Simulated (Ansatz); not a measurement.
**CsCl-type ScPt**

**The experiment.** The Crystallography Open Database holds a cell as deposited of cubic ScPt (space group Pm-3m), temperature not stated (1965): a = 3.268 Å, 17.45 Å³/atom.

The computed numbers are results of PBEsol, scalar-relativistic (no spin polarisation) in the plane-wave PAW code Ansatz at 420 eV, Γ-centred 10×10×10 mesh, 0.05 eV Gaussian smearing; PAW files: Ansatz's generated set soft_2.

```cif
data_structure
_symmetry_space_group_name_H-M 'Pm-3m'
_symmetry_Int_Tables_number 221
_cell_length_a 3.2618
_cell_length_b 3.2618
_cell_length_c 3.2618
_cell_angle_alpha 90.000
_cell_angle_beta 90.000
_cell_angle_gamma 90.000
_cell_volume 34.70
loop_
_atom_site_label
_atom_site_type_symbol
_atom_site_symmetry_multiplicity
_atom_site_Wyckoff_symbol
_atom_site_fract_x
_atom_site_fract_y
_atom_site_fract_z
_atom_site_occupancy
Sc1 Sc 1 a 0.00000 0.00000 0.00000 1
Pt1 Pt 1 b 0.50000 0.50000 0.50000 1
```

The start was a prototype's sites filled with these elements; the Crystallography Open Database holds the compound in this structure.

The cell above was scaled in volume, its shape and atoms being fixed by the lattice's symmetry. Energies are counted from the cell above.

```csv
V (Å³/atom),ΔE (meV/atom),P (GPa)
16.66,13.5,6.6
17.00,3.1,3.1
17.35,0.0,-0.1
17.70,3.3,-2.9
18.05,12.5,-5.5
```

What do the points give for the equilibrium volume, the bulk modulus and its pressure derivative (third-order Birch–Murnaghan)?

V0 = 17.34 Å³/atom, B0 = 150 GPa, B0′ = 4.2.

B0·V0 = 150.3 GPa × 17.34 Å³ = 16.27 eV/atom sets the scale: near the minimum ΔE ≈ ½ B0 V0 x², with x = V/V0 − 1, and a pressure of 1.5 GPa squeezes the volume by about 1 %. At the ends of the curve: x = −3.9 % predicts 12.6 meV/atom and the run gives 13.5; x = +4.1 % predicts 13.5 meV/atom and the run gives 12.5. Compression costs more and expansion less than the parabola says, since the crystal stiffens as it shrinks; B0′ measures that.

**Comparison.** The computed cell (3.262 Å, 17.35 Å³/atom) differs from the database's by −0.6 % in volume, about −0.2 % in length. Agreement this close is partly luck: the calculation is for a static lattice, the crystal has zero-point motion and thermal expansion.

Spin–orbit coupling, which matters for such heavy elements, is left out. The run is a metal.
